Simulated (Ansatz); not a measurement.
Data sheet: ScPt (DFT)

ScPt:
```cif
data_PtSc
_chemical_formula_sum 'Sc1 Pt1'
_space_group_name_H-M_alt 'Pm-3m'
_space_group_IT_number 221
_space_group_name_Hall '-P 4 2 3'
_cell_length_a 3.22868
_cell_length_b 3.22868
_cell_length_c 3.22868
_cell_angle_alpha 90.000
_cell_angle_beta 90.000
_cell_angle_gamma 90.000
loop_
_atom_site_label
_atom_site_type_symbol
_atom_site_symmetry_multiplicity
_atom_site_Wyckoff_symbol
_atom_site_fract_x
_atom_site_fract_y
_atom_site_fract_z
_atom_site_occupancy
Sc1 Sc 1 b 0.50000 0.50000 0.50000 1
Pt1 Pt 1 a 0.00000 0.00000 0.00000 1
```

Space group Pm-3m (No. 221), CsCl type; conventional cell a = 3.229 Å, b = 3.229 Å, c = 3.229 Å, α = 90.00°, β = 90.00°, γ = 90.00°.

Method: plane-wave PAW LDA (Ansatz code). Geometry: relaxed at this level of theory. Other levels are named where they apply.

**Cell and energy**

```yaml
volume_per_atom: 16.83 Å³
density: 11.84 g/cm³
Formation energy from the elements (no fitted shifts): -1.24 eV/atom
```

**Electronic structure**

```yaml
electronic_character: metallic (no gap)
Density of states at the Fermi level: 0.64 states/eV per atom (mean over ±0.08 eV)
```

**Mechanics**

```yaml
Bulk modulus (Birch–Murnaghan fit): 161 GPa
Pressure derivative B′: 4.3
Elastic constants (relaxed ions, GPa): C11 = 199, C12 = 144, C44 = 60.5
mechanical_stability: stable (all eigenvalues of C positive)
hill_bulk_and_shear_moduli: 163 and 43.9 GPa
Young's modulus: 121 GPa
Poisson's ratio: 0.38
debye_temperature_from_the_elastic_constants: 252 K
```

**Phonons**

```yaml
highest_zone_centre_frequency: 174 cm⁻¹
zone_centre_stability: no imaginary mode at Γ
```

The workflow started from a Materials Project entry (that database holds measured and hypothetical structures alike); the Crystallography Open Database files this formula in space group No. 221, but the cells were not matched. Whether it is the stable phase at ambient conditions was not checked. The LDA relaxation kept the symmetry of its start. The run is not spin-polarised. As this level gives no gap, shear constants depend on the k-mesh and smearing (Fermi–Dirac, 0.1 eV here). As this level gives no gap, phonon frequencies hold no LO–TO term and depend on the k-mesh and smearing (Fermi–Dirac, 0.1 eV here). The references are the lowest solids computed at this level, not always the standard phases. Scalar-relativistic: spin–orbit coupling is off unless named, which matters more the heavier the elements.

Potentials: the later of the program's two PAW sets.
